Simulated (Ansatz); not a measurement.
A trial cell of TaN was relaxed with r2SCAN (plane waves to 500 eV, PAW, scalar-relativistic; Ansatz, a first-principles code).

Before: Pmm2 (No. 25), oP2; a = 2.2951 Å, b = 4.2941 Å, c = 2.4717 Å, α = 90.00°, β = 90.00°, γ = 90.00°.

After relaxation:

Simulated powder pattern, Cu Kα1, λ = 1.54056 Å (kinematic, ideal powder, no thermal factors, no anomalous dispersion; the 24 strongest lines at most, above 1 %, up to 2θ = 90°):

| 2θ (°) | I/Imax (%) |
|---|---|
| 28.88 | 78 |
| 30.28 | 100 |
| 42.34 | 85 |
| 43.36 | 52 |
| 52.93 | 58 |
| 59.83 | 10 |
| 62.99 | 17 |
| 68.53 | 22 |
| 70.74 | 24 |
| 71.47 | 19 |
| 76.73 | 20 |
| 78.85 | 30 |

Question: Identify the relaxed structure from its pattern: crystal system, space group and cell.

Answer: Tetragonal, P4/mmm (No. 123), tP2; a = b = 2.9491 Å, c = 3.0888 Å, α = β = γ = 90.00°. Sites: Ta 1c (0.500, 0.500, 0.000); N 1a (0.000, 0.000, 0.000).

Question: Index the strongest lines.

Answer: 28.88° (001), 30.28° (100), 42.34° (101), 43.36° (110), 52.93° (111).

No spin polarisation in the result.

The run could not lose the symmetry of its start, so the end can be a saddle point.

The relaxed structure here is a generated cell of TaN: the first start was made by placing the elements on the sites of a structure type, and the end was not matched to a known phase here, so it may be hypothetical. Known forms of TaN include space group No. 225.
